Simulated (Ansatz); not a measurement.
Molecular dynamics on a 2×2×2 supercell (16 atoms) of GaSb (zincblende), relaxed with r2SCAN. Forces come from PBE in Ansatz: Langevin thermostat and barostat (NPT), 300 K, steps of 2 fs. Computed, non-magnetic; the trajectory is short and the cell small, so nothing here is a converged average.

```yaml
crystal:
  lattice:
    - [0.0, 6.1317576005, 6.1317576005]
    - [6.1317576005, 0.0, 6.1317576005]
    - [6.1317576005, 6.1317576005, 0.0]
  atoms:
    - { symbol: Ga, position: [0.0, 0.0, 0.0] }
    - { symbol: Sb, position: [0.125, 0.125, 0.125] }
    - { symbol: Ga, position: [0.0, 0.0, 0.5] }
    - { symbol: Sb, position: [0.125, 0.125, 0.625] }
    - { symbol: Ga, position: [0.0, 0.5, 0.0] }
    - { symbol: Sb, position: [0.125, 0.625, 0.125] }
    - { symbol: Ga, position: [0.0, 0.5, 0.5] }
    - { symbol: Sb, position: [0.125, 0.625, 0.625] }
    - { symbol: Ga, position: [0.5, 0.0, 0.0] }
    - { symbol: Sb, position: [0.625, 0.125, 0.125] }
    - { symbol: Ga, position: [0.5, 0.0, 0.5] }
    - { symbol: Sb, position: [0.625, 0.125, 0.625] }
    - { symbol: Ga, position: [0.5, 0.5, 0.0] }
    - { symbol: Sb, position: [0.625, 0.625, 0.125] }
    - { symbol: Ga, position: [0.5, 0.5, 0.5] }
    - { symbol: Sb, position: [0.625, 0.625, 0.625] }
kpoints:
  mp_grid: { grid: [2, 2, 2] }
hamiltonian:
  xc: pbe
scf:
  occupations: { method: fermi_dirac, width: 0.026 }
md:
  ensemble: npt_langevin
  temperature: 300
  timestep: 2.0
  n_steps: 20
  initial_velocities: maxwell_boltzmann
  seed: 5051
```

Run as `ansatz run input.yaml --threads 4 --pin off --max-ram 3686MiB --backend cpu --events-out ev --progress --plain --runs-dir out`.

**Question.** What wall time did it need on 4 threads of Arm Neoverse V1, with other jobs on the host, and what peak of host memory did it reach?

**Answer.** About 3.1 min, with a peak of 2 GiB.

```csv
step,t (fs),T (K),free energy F from step 0 (meV/atom),kinetic energy (meV/atom),pressure (GPa),volume (Å³/atom),largest force (eV/Å)
0,0,281,0.0,36.4,2.76,28.82,0.00
1,2,249,-0.1,32.1,2.73,28.83,0.08
2,4,252,-0.2,32.5,2.70,28.86,0.16
3,6,255,-0.2,33.0,2.65,28.90,0.24
4,8,277,0.0,35.8,2.62,28.93,0.32
5,10,269,0.3,34.8,2.55,28.98,0.41
6,12,250,0.6,32.3,2.46,29.03,0.49
7,14,230,1.0,29.7,2.35,29.10,0.57
8,16,236,1.5,30.5,2.25,29.17,0.65
9,18,224,1.9,28.9,2.10,29.25,0.73
10,20,226,2.3,29.2,1.94,29.35,0.81
11,22,194,2.6,25.1,1.74,29.47,0.86
12,24,177,2.8,22.9,1.53,29.59,0.90
13,26,173,2.9,22.4,1.32,29.73,0.93
14,28,189,3.2,24.5,1.10,29.88,0.96
15,30,194,3.5,25.0,0.86,30.03,0.96
16,32,213,3.9,27.5,0.64,30.19,0.95
17,34,200,4.6,25.9,0.42,30.34,0.93
18,36,190,5.5,24.6,0.23,30.47,0.90
19,38,205,6.5,26.4,0.08,30.59,0.87
20,40,194,7.6,25.1,-0.09,30.72,0.88
```

The temperature starts at 281 K, is lowest at step 13 (173 K, 26 fs) and ends at 194 K. The thermostat hasn't had time to restore it. The atoms start on their lattice sites with kinetic energy alone, so much of it first passes into potential energy.

Positions (Å) and forces (eV/Å) at step 20:
```
cell (Å): 0.000 6.264 6.264; 6.264 0.000 6.264; 6.264 6.264 0.000
Ga   0.050  -0.129   0.087    -0.047   0.629  -0.341
Sb   1.521   1.609   1.593     0.644  -0.513  -0.163
Ga   3.213   3.127   0.030    -0.465  -0.162  -0.103
Sb   4.688   4.685   1.610     0.033  -0.070   0.149
Ga   3.198  -0.073   3.233    -0.411   0.299  -0.715
Sb   4.676   1.557   4.670     0.581  -0.234   0.552
Ga   6.282   3.085   3.153    -0.044   0.155  -0.002
Sb   7.850   4.682   4.678    -0.247  -0.068   0.459
Ga   0.067   3.197   3.107    -0.415  -0.027   0.135
Sb   1.673   4.681   4.706    -0.743   0.037   0.120
Ga   3.048   6.253   3.125     0.440   0.199  -0.194
Sb   4.653   7.848   4.611     0.196   0.247   0.006
Ga   3.211   3.172   6.228    -0.187  -0.581   0.399
Sb   4.703   4.738   7.773     0.211   0.050   0.296
Ga   6.204   6.327   6.197     0.357  -0.132   0.002
Sb   7.804   7.824   7.844     0.096   0.172  -0.601
```
